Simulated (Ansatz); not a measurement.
Ag₂PdO₂ in space group Immm (No. 71; Pd on 2a, O on 4j, Ag on 4i), plane-wave PAW PBEsol (Ansatz code), all energies at zero smearing, with the estimated change up to a 700 eV cutoff added, with one set of potentials and settings (totals compare only within such a set). Cell of 5 atoms (1 Pd, 2 O, 2 Ag): -23068.756 eV.

| element | reference phase | E (eV/atom) |
|---|---|---|
| Pd | Fm-3m, 1 atoms in the cell | -6906.6520 |
| O | C2/m, 4 atoms in the cell, spin-polarised | -558.3554 |
| Ag | P6_3/mmc, 4 atoms in the cell | -7522.2452 |

Formation energy per atom, worked out: (-23068.756 − 1×(-6906.6520) − 2×(-558.3554) − 2×(-7522.2452))/5 = -0.181 eV/atom (-17 kJ per mol of atoms), at 0 K, without zero-point energy or fitted corrections.

The workflow started from an entry of the Crystallography Open Database (COD). Its standing as an ambient phase is unchecked. The PBEsol relaxation kept the symmetry of its start; whether a distortion lowers the energy is not shown. No spin polarisation was allowed. The references are the lowest solids computed at this level, not always the standard phases (solids in place of the gases).

Potentials: the later of the program's two PAW sets.
